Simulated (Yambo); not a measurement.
```xyz
12
Lattice="5.2468 0.0000 0.0000 -2.6234 4.5438 0.0000 0.0000 0.0000 8.8716" Properties=species:S:1:pos:R:3 pbc="T T T"
O     -0.2282     1.6465     1.2792
O      1.3116     3.5230     1.2792
O     -1.0834     3.9182     1.2792
O      1.5400     0.6256     7.5924
O      2.3952     2.8974     7.5924
O      3.9350     1.0209     7.5924
O      0.0000     3.0292     3.2545
O      2.6234     1.5146     5.6172
S      0.0000     3.0292     1.7962
S      2.6234     1.5146     7.0755
Sc     0.0000     0.0000     0.0000
Cs     0.0000     0.0000     4.4358
```

Workflow: PBEsol (pw.x of Quantum ESPRESSO, ONCV potentials, no spin-orbit coupling), then G0W0 in Yambo (3×3×1 Γ-centred k mesh, bands 2 to 308 and a 7 Ry block in the screening, 308 bands in G with the Bruneval-Gonze terminator, plasmon pole fitted at 27.2 eV).

Question: Give the PBEsol and G0W0 gaps between the band edges found on this mesh, and say where the edges lie.

Answer: Edges: (0, 0.333, 0) → Γ. PBEsol: 4.23 eV; G0W0: 7.81 eV. Nearest settings tried, and what they do to the gap: 2 Ry block (73 vectors against 441): +811 meV. Not varied: bands in G, bands in W, mesh. So the settings aren't converged at that level. 

Geometry of the Materials Project entry, not relaxed at this level.

The structure is a Materials Project entry; no match was found in the copy of COD used, and its stability was not checked.
